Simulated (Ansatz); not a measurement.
CdI2 (CdI2 type)

```xyz
3
Lattice="4.2423 0.0000 0.0000 -2.1212 3.6740 0.0000 0.0000 0.0000 6.8243" Properties=species:S:1:pos:R:3 pbc="T T T"
Cd     0.0000     0.0000     0.0000
I      0.0000     2.4493     1.7299
I      2.1212     1.2247     5.0944
```

E(V) scan at fixed shape, V₀ the volume above. The atoms relax within the cell's symmetry.

Computed with PBE-D3(BJ) (plane waves to 420 eV, PAW, scalar-relativistic; Ansatz, an electronic-structure program). k mesh 10×10×5 (Γ-centred), Fermi-Dirac smearing 0.05 eV. E stands for the smeared free energy. Stress and pressure are positive under compression. With the shape held, the modulus is that of even scaling; a crystal free to change shape is softer. CdI2 was relaxed with its symmetry unable to fall. Spin-orbit coupling is left out, though I is heavy. ΔE is measured from the relaxed starting cell.

| V (Å³/atom) | ΔE (meV/atom) |
|---|---|
| 29.782 | 81.5 |
| 31.200 | 41.0 |
| 32.618 | 16.4 |
| 34.037 | 3.7 |
| 35.455 | 0.0 |
| 36.873 | 3.1 |
| 38.291 | withheld |
| 39.709 | 23.3 |
| 41.128 | 38.2 |

### Question
Fit a third-order Birch-Murnaghan form (E₀, V₀, B₀, B₀′ free) to the given rows and predict ΔE at V = 38.291.

### Answer
Least squares on the 8 given rows: ΔE = E₀ + (9V₀B₀/16)·y²·[2 + (B₀′ − 4)y], y = (V₀/V)^(2/3) − 1, with V₀ = 35.447 Å³/atom, B₀ = 19.13 GPa (160.2 GPa = 1 eV/Å³; the term in eV is multiplied by 1000), B₀′ = 6.10, E₀ = -0.02 meV/atom; root-mean-square residual 0.03 meV/atom. At 38.291 the fit gives 11.3 meV/atom; the calculation gives 11.2 meV/atom, so the interpolation is off by 0.1 (+0.9 %). For the pressure the fit gives -1.17 GPa against the computed -1.16 GPa.

(Under strain, the slope of the energy per volume gives the stress and its curvature an elastic modulus.)
